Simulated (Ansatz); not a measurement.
The numbers come from plane-wave PAW DFT (Ansatz): r2SCAN, no spin polarisation, 500 eV, 7×7×7 Γ-centred k points, fermi-dirac occupations (width 0.022 eV). Nothing was relaxed.

Computed maps in the lattice plane spanned by b (left to right, 7.60 Å, 23 points from zero) and c (bottom to top, 7.60 Å, 23 points from zero), 98° apart, at height 0.000 along a. The fields are smooth PAW ones with compensation charges, not the true ones near nuclei.

Valence density. Digits on a logarithmic scale: 0 up to 0.03 e/Å³, each further digit a factor of 1.6, 9 from 1.3 e/Å³ up:
```
99875323599999853235799
98764323579998643235789
77643233457776443334577
55433334445554444434455
33323344444445676543333
22233444443456999854322
33334444433469999964333
55544444333469999974445
99754443334569999964468
99975433344568999654689
99975444455556666545799
99975456666555544445799
99864569998654433345799
98644699999654333444579
55444799999643334444455
33334699999643344444333
22234589996543444443322
33333456765444444433233
55544344444555444333345
77754333446777543323467
99875323468999753234678
99975323589999953235789
99975323599999953235799
```

The cell is In₈Ag₄I. Which atoms lie within 0.2 Å of this plane, and where (fractions of b and c)?

I at (0.00, 0.00), Ag at (0.00, 0.50), Ag at (0.50, 0.00), In at (0.35, 0.35), In at (0.65, 0.65). The whole cell:
```xyz
13
Lattice="0.0000 0.0000 5.8253 4.9617 -4.9617 2.9126 4.9617 4.9617 -2.9126" Properties=species:S:1:pos:R:3 pbc="T T T"
I     0.0000    0.0000    0.0000
Ag    2.4808    2.4808    1.4563
Ag    2.4808   -2.4808    4.3690
Ag    2.4808    2.4808   -1.4563
Ag    2.4808   -2.4808    1.4563
In    3.4451    0.0000    0.0000
In    4.9617   -1.5166    2.9126
In    6.4782    0.0000    0.0000
In    4.9617    1.5166    2.9126
In    7.8199    0.0000    2.9126
In    4.9617    2.8582    0.0000
In    2.1034    0.0000    2.9126
In    4.9617   -2.8582    5.8253
```

Origin: a known structure type with other elements, at an estimated volume, so it need not be a known compound. Caveats: odd electron count without spin polarisation, so a magnetic state may lie lower.
